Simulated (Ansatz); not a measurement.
Clean, relaxed (001) surface of Co, space group P6_3/mmc (No. 194) (top face towards +c; atoms held fixed, by place in the list: 1, 2):

```
Co
1.0
     2.45642    0.00000    0.00000
    -1.22821    2.12732    0.00000
     0.00000    0.00000   22.95412
Co
4
Direct
  0.66667 0.33333 0.37030
  0.33333 0.66667 0.45677
  0.66667 0.33333 0.54528
  0.33333 0.66667 0.62896
```

Computed with DFT PBEsol, scalar-relativistic, plane waves, PAW in Ansatz. Plane waves to 420 eV, a k mesh through Γ of 12×12×1 on the computed 4-atom cell and Gaussian smearing (0.10 eV); collinear spin from starting moments 1.8 1.8 1.8 1.8 μB. A dipole correction removes the field between periodic images along c.

O (atom) is adsorbed on the top face, one adsorbate per 5.2 Å², and relaxed from 3 starting sites (fractions of a and b). The adsorption energy is E(slab + adsorbate) − E(slab) − E(free adsorbate, spin-polarised where open-shell). Heights count from the highest slab atom after relaxation. Δφ is the top face's. Δp counts per cell along +c. Bonded neighbours lie within 1.25 times the sum of covalent radii (1.35 for H) and, on that scale, within 12 % of the closest. With the adsorbate the cell is lengthened along c to keep the vacuum.

```csv
start,ends at,E_ads (eV),height (Å),shortest contact,Δφ (eV),Δp (e·Å)
"top (Co) at (0.33, 0.67)","(0.33, 0.67), 1 bonded neighbour (Co)",-3.66,1.61,O–Co 1.61 Å,+2.80,-0.081
"hollow (Co-Co-Co) at (0.00, 0.00)","(0.00, 0.00), 3 bonded neighbours (Co)",-5.22,1.05,O–Co 1.76 Å,+1.54,-0.047
"bridge (Co-Co) at (0.83, 0.67)","(0.67, 0.34), 3 bonded neighbours (Co)",-5.22,1.05,O–Co 1.76 Å,+1.37,-0.042
```

Among the sites tried, the lowest end comes from the bridge (Co-Co) at (0.83, 0.67) start; the hollow (Co-Co-Co) at (0.00, 0.00) start ended within 0.02 eV of it, though not always at the same place; other sites may lie lower.

Each end is the local minimum or symmetric point that its start leads to. The slab is only 6.0 Å thick, so the energies aren't converged with thickness.

The ends differ in their magnetic moment (5.5, 4.8, 5.2 μB a cell), so part of the order can come from the spin state that each run reached.

Semilocal functionals without U can misjudge the magnetic state of such a slab.